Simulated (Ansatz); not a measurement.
The relaxed structure here is a generated cell of VSi2: the first start was made by a random draw of sites in a space group, and the end was not matched to a known phase here, so it may be hypothetical.

A relaxed structure of VSi2. Space group Fd-3m (No. 227), cubic Laves (MgCu2 type). Calculation: r2SCAN (plane waves to 500 eV, PAW, scalar-relativistic; Ansatz, a first-principles code).

Space group Fd-3m, origin choice 1 (No. 227); a = 6.6712 Å, b = 6.6712 Å, c = 6.6712 Å, α = 90.00°, β = 90.00°, γ = 90.00°

| atom | site | symmetry | x | y | z |
|---|---|---|---|---|---|
| Si | 16d | .-3m | 0.6250 | 0.6250 | 0.6250 |
| V | 8a | -43m | 0.0000 | 0.0000 | 0.0000 |
(The calculation used a cell of 6 atoms; values per cell refer to that cell.)

Estimate the magnetic moment that r2SCAN returns for this input.

Zero (the starting moments vanished).

No spin polarisation in the result: the starting moments vanished.

The run could not lose the symmetry of its start, so the end can be a saddle point.
